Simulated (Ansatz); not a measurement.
Method: DFT PBE, scalar-relativistic, plane waves, PAW, and for the lanthanide a 4f-in-core norm-conserving potential (Ansatz). All cells share a 690 eV cutoff and Γ-centred k meshes spaced at most about 0.3 Å⁻¹ (about 0.25 or finer for metals, 2π included). No spin polarisation in the final relaxations.

All energies are static (0 K, no zero-point motion).

Two forms of TmSb₂Cl₂ were relaxed alike.

A.

Space group P4/mmm (No. 123). a = 4.377 Å, b = 4.377 Å, c = 7.014 Å, α = 90.00°, β = 90.00°, γ = 90.00°
```json
{"atom": "Tm", "site": "1a", "symmetry": "4/mmm", "x": "0.0000", "y": "0.0000", "z": "0.0000"}
{"atom": "Sb", "site": "2h", "symmetry": "4mm", "x": "0.5000", "y": "0.5000", "z": "0.2066"}
{"atom": "Cl", "site": "2e", "symmetry": "mmm.", "x": "0.0000", "y": "0.5000", "z": "0.5000"}
```

B.

Space group P-3m1 (No. 164). a = 5.474 Å, b = 5.474 Å, c = 6.976 Å, α = 90.00°, β = 90.00°, γ = 120.00°
| atom | site | symmetry | x | y | z |
| --- | --- | --- | --- | --- | --- |
| Tm | 1b | -3m. | 0.0000 | 0.0000 | 0.5000 |
| Sb | 2d | 3m. | 0.6667 | 0.3333 | 0.5618 |
| Cl | 2d | 3m. | 0.6667 | 0.3333 | 0.1986 |

Question: Which form is favoured at zero pressure, and by what margin per atom?

Answer: B is lower, by 252 meV/atom. A has space group P4/mmm (No. 123), 26.9 Å³/atom and no gap on its mesh; B has space group P-3m1 (No. 164), 36.2 Å³/atom and no gap. The shortest distance is 2.90 Å (Sb–Sb) in A and 2.53 Å (Sb–Cl) in B. A holds Sb–Sb pairs (shortest 2.90 Å); in B the shortest Sb–Sb distance is 3.28 Å, near bonding range too. In A, Tm is surrounded by 8 Sb at 3.42 Å; around Sb lie 1 Sb at 2.90 Å, 4 Cl at 3.00 Å and 4 Tm at 3.42 Å; Cl is surrounded by 4 Sb at 3.00 Å and 4 Cl at 3.10 Å. In B, Tm is surrounded by 6 Sb at 3.19 Å and 6 Cl at 3.80 Å; around Sb lie 1 Cl at 2.53 Å and 3 Tm at 3.19 Å; around Cl lie 1 Sb at 2.53 Å, 3 Sb at 3.58 Å and 3 Tm at 3.80 Å. Both come from invented guesses. A third cell relaxed alike, in P-3m1, lies 0.62 eV/atom below the lower of the two.

Weakly bound directions are ill-defined at this level, which has no dispersion term (P-3m1), and this can change margins and order among such cells. These runs have no spin–orbit coupling, which can matter for Sb. In P4/mmm, P-3m1 an odd number of valence electrons (the lanthanide is held trivalent, its 4f shell in the core) allows no gap without spin; another valence of the lanthanide, a larger cell or a magnetic state could open one. A magnetic state wasn't ruled out in cells without spin, among them P4/mmm. Cells relaxed within their symmetry can be saddle points.

The lanthanide is trivalent by construction, without f bands, f moments or other valences.
